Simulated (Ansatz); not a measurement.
## Calculated field gradients at the nuclei for Co

The cell is an entry of the Crystallography Open Database (COD), whose atoms a relaxation with PBE at fixed cell left in place.

```yaml
crystal:
  lattice:
    - [2.50540, 0.00000, 0.00000]
    - [-1.25270, 2.16974, 0.00000]
    - [0.00000, 0.00000, 4.08930]
  atoms:
    - { symbol: Co, position: [0.33333, 0.66667, 0.25000] }
    - { symbol: Co, position: [0.66667, 0.33333, 0.75000] }
```

Sites (sets of like atoms) are named by element and the number of their first atom in this list.

All values are calculated (Ansatz; DFT, PBE, plane waves and PAW, scalar-relativistic, collinear spin, 420 eV cutoff, Γ-centred 21×21×11 k-points, Fermi–Dirac smearing 0.05 eV), not measured. Start moments as typed (μB): 2 on each Co.

C_Q = eQV_zz/h, which is 24.18 MHz for Q = 1 b and V_zz = 10²¹ V/m²; η = (V_xx − V_yy)/V_zz.

⁵⁹Co: I = 7/2, Q = 420.0 mb. Quadrupole moments are those of Pyykkö's year-2017 table.

```
site  atoms (order as listed)           first shell  V_zz (10²¹ V/m²)     η  C_Q (MHz)
  Co                     1, 2  12 Co at 2.50–2.51 Å            -0.071  0.00     -0.725
```

An axis of threefold or higher order runs through Co, so V_zz lies along it and η is zero.

At this cell the principal stresses reach 6 GPa in size with PBE, which can matter for small gradients. The run finds no gap above 0.1 eV (a metal, or nearly one), so the gradients can move by 10 % or more with the k-mesh. With these PAW files V_zz is typically within 2 to 3 % of all-electron values, but misses above 10 % occur on Co.
